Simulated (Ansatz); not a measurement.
**LaZn: frozen-core PAW against all-electron methods**

```xyz
2
Lattice="3.7500 0.0000 0.0000 0.0000 3.7500 0.0000 0.0000 0.0000 3.7500" Properties=species:S:1:pos:R:3 pbc="T T T"
La    1.8750    1.8750    1.8750
Zn    0.0000    0.0000    0.0000
```

Atoms are numbered in the order listed.

The geometry is COD entry 9008827, unchecked; take it as a test cell.

No spin–orbit coupling, which matters for the heavy atoms here.

Levels of theory: DFT, LDA, PAW with Ansatz's default frozen-core files, scalar-relativistic (Ansatz 0.2.0); DFT, LDA, all-electron PAW with datasets made for the crystal, scalar-relativistic (Ansatz 0.2.0); DFT, LDA, all-electron LAPW, scalar-relativistic (Ansatz 0.2.0).

For PAW: a Γ-centred 9×9×9 k mesh, Fermi–Dirac smearing of 0.05 eV, cutoff 420 eV, no spin polarisation; the PAW files were made with PBE, and the program remakes their frozen cores for this functional. The crystal-made all-electron datasets (AE datasets) take a cutoff of 260 eV at this cell. LAPW targets a basis error of 1 meV/atom. The Ansatz runs share mesh, smearing and spin set-up. Plane-wave (PAW) pressures include the program's estimate of the Pulay term.

Stress and pressure are positive in compression.

Levels count from the Fermi level.

```
                      quantity     PAW  AE datasets    LAPW
                pressure (GPa)   -4.04        -4.03   -4.02
highest filled level at Γ (eV)  -0.399       -0.400  -0.400
  lowest empty level at Γ (eV)   1.600        1.619   1.620
highest filled level at M (eV)  -4.268       -4.271  -4.271
  lowest empty level at M (eV)   0.323        0.322   0.322
highest filled level at X (eV)  -2.558       -2.558  -2.558
  lowest empty level at X (eV)   0.092        0.090   0.090
```

PAW's pressure differs from the LAPW value by -0.02 GPa.
